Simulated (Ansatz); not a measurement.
Al:
```
CELL_PARAMETERS angstrom
      2.70711     0.00000     0.00000
      0.00000     2.70711     0.00000
      0.00000     0.00000     2.70711
ATOMIC_POSITIONS crystal
  Al 0.00000 0.00000 0.00000
```

Relaxed with r²SCAN.

Problem. Map the electron localisation function on the plane through (0.000, 0.000, 0.000) spanned by u = [1, 0, 0] and v = [0, 1, 0] in lattice vectors, from DFT-r²SCAN in the program Ansatz with PAW potentials.

Solution. x is the fraction of u, y of v (the angle between them is 90°; rows are the nearest grid lines); atoms in the plane: Al at (0.00, 0.00).
```
y \ x   0.000  0.0625  0.188  0.250  0.375  0.438  0.562  0.625  0.750  0.812  0.938   1.00
------  -----  ------  -----  -----  -----  -----  -----  -----  -----  -----  -----  -----
1.00    0.903   0.716  0.105  0.378  0.789  0.807  0.807  0.789  0.378  0.105  0.716  0.903
0.938   0.716   0.242  0.118  0.403  0.780  0.796  0.796  0.780  0.403  0.118  0.242  0.716
0.875   0.005   0.042  0.198  0.470  0.755  0.763  0.763  0.755  0.470  0.198  0.042  0.005
0.750   0.378   0.403  0.552  0.619  0.649  0.631  0.631  0.649  0.619  0.552  0.403  0.378
0.688   0.678   0.678  0.670  0.653  0.577  0.542  0.542  0.577  0.653  0.670  0.678  0.678
0.625   0.789   0.780  0.711  0.649  0.509  0.460  0.460  0.509  0.649  0.711  0.780  0.789
0.562   0.807   0.796  0.708  0.631  0.460  0.403  0.403  0.460  0.631  0.708  0.796  0.807
0.438   0.807   0.796  0.708  0.631  0.460  0.403  0.403  0.460  0.631  0.708  0.796  0.807
0.375   0.789   0.780  0.711  0.649  0.509  0.460  0.460  0.509  0.649  0.711  0.780  0.789
0.312   0.678   0.678  0.670  0.653  0.577  0.542  0.542  0.577  0.653  0.670  0.678  0.678
0.250   0.378   0.403  0.552  0.619  0.649  0.631  0.631  0.649  0.619  0.552  0.403  0.378
0.125   0.005   0.042  0.198  0.470  0.755  0.763  0.763  0.755  0.470  0.198  0.042  0.005
0.0625  0.716   0.242  0.118  0.403  0.780  0.796  0.796  0.780  0.403  0.118  0.242  0.716
0.000   0.903   0.716  0.105  0.378  0.789  0.807  0.807  0.789  0.378  0.105  0.716  0.903
```

The density is the valence pseudo-density with augmentation charge, so density and ELF within about 1 Å of a nucleus are not all-electron values.

Space group Pm-3m (simple cubic). The start of the workflow was typed in or built on a structure type; neither database checked (COD, Materials Project) lists it. It is not the phase usual at ambient conditions (space group No. 225). Symmetry was held in the r²SCAN relaxation. At this level the phase is mechanically unstable.

Potentials: the earlier of the program's two PAW sets.
